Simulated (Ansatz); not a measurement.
This run works on a proposed trial structure, not on a known crystal.

Input and command of a plane-wave DFT calculation in Ansatz:

```yaml
crystal:
  lattice:
    - [2.54492432, 0.0, 0.0]
    - [0.0, 4.37726983, 0.0]
    - [0.0, 0.0, 7.1257881]
  atoms:
    - { symbol: Ti, position: [0.75, 0.25, 0.26] }
    - { symbol: Ti, position: [0.25, 0.75, 0.74] }
    - { symbol: C, position: [0.25, 0.0833, 0.0] }
    - { symbol: C, position: [0.25, 0.4167, 0.0] }
    - { symbol: C, position: [0.75, 0.9167, 0.0] }
    - { symbol: C, position: [0.75, 0.5833, 0.0] }
    - { symbol: C, position: [0.0, 0.0, 0.5] }
basis:
  ecutwfc: 420
kpoints:
  mp_grid: { grid: [6, 4, 3] }
hamiltonian:
  xc: pbe
scf:
  occupations: { method: gaussian, width: 0.2 }
  lower_state_search: "off"
output:
  forces: true
  stress: true
  eigenvalues: true
relax:
  adjacent_minimum: "off"
  f_tol: 0.08
  max_steps: 16
  cell: { stress_tol: 0.8 }
```

```bash
ansatz run input.yaml --threads 1 --pin off --max-ram 2560MiB --backend cpu --events-out ev --progress --plain --runs-dir out
```

Processor: Intel(R) Xeon(R) Platinum 8259CL CPU @ 2.50GHz (Skylake/Cascade Lake), 1 thread, on a host shared with other jobs.

Estimate time, memory and problem size.

About 2.2 min, peak memory 0.44 GiB. It solves 29 bands at 38 k points (after reduction by symmetry) with about 1395 plane waves (on the last cell), in 112 SCF iterations over 16 ionic steps.
